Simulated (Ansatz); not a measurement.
NaHO:
Space group Cmcm (No. 63); a = 3.4044 Å, b = 10.8887 Å, c = 3.3706 Å, α = 90.00°, β = 90.00°, γ = 90.00°

```
atom  site  symmetry       x       y       z
----  ----  --------  ------  ------  ------
Na      4c       m2m  0.0000  0.6594  0.2500
H       4c       m2m  0.0000  0.0398  0.7500
O       4c       m2m  0.0000  0.1292  0.7500
```
(The calculation used a cell of 6 atoms; values per cell refer to that cell.)

Relaxed with PBEsol. DFT-PBEsol in the program Ansatz with PAW potentials gives a gap of 2.99 eV.

What gap does HSE06 give on the same cell (Ansatz, PAW)?

4.83 eV, 1.84 eV more. The hybrid was solved on a coarser mesh and at special points; the gap given is the minimum over both.

```tsv
k	v1 PBEsol	c1 PBEsol	v1 HSE06	c1 HSE06
Γ	0.00	2.99	0.00	4.83
Y	-0.06	4.20	?	?
T	-0.25	6.35	?	?
Z	-0.25	6.66	-0.28	8.61
S	-0.09	6.20	?	?
R	-1.04	8.37	?	?
Σ0	-0.10	6.00	-0.11	7.96
A0	-1.03	8.43	-1.08	10.32
```

Top valence (v1) and lowest conduction level (c1) in eV from each method's valence maximum (which need not be a listed point): supply the withheld HSE06 values.


- R, v1 HSE06: -1.08
- R, c1 HSE06: 10.27
- Y, v1 HSE06: -0.08
- Y, c1 HSE06: 6.10
- T, v1 HSE06: -0.28
- T, c1 HSE06: 8.30
- S, v1 HSE06: -0.10
- S, c1 HSE06: 8.25

Cost on shared cores: the PBEsol run (SCF on a 9×9×8 mesh, then bands and DOS) very roughly 50 core-seconds, the HSE06 run (SCF on 5×5×5, then a few points) very roughly 4 core-minutes; the tasks are unlike.

The first step of the workflow began from a Materials Project structure, measured or hypothetical; the Crystallography Open Database copy checked does not list it. COD files the formula under space group No. 11. Its standing as an ambient phase is unchecked. The cell was relaxed with PBEsol under the symmetry of its start; whether a distortion lowers the energy is not shown.

Potentials: the later of the program's two PAW sets.
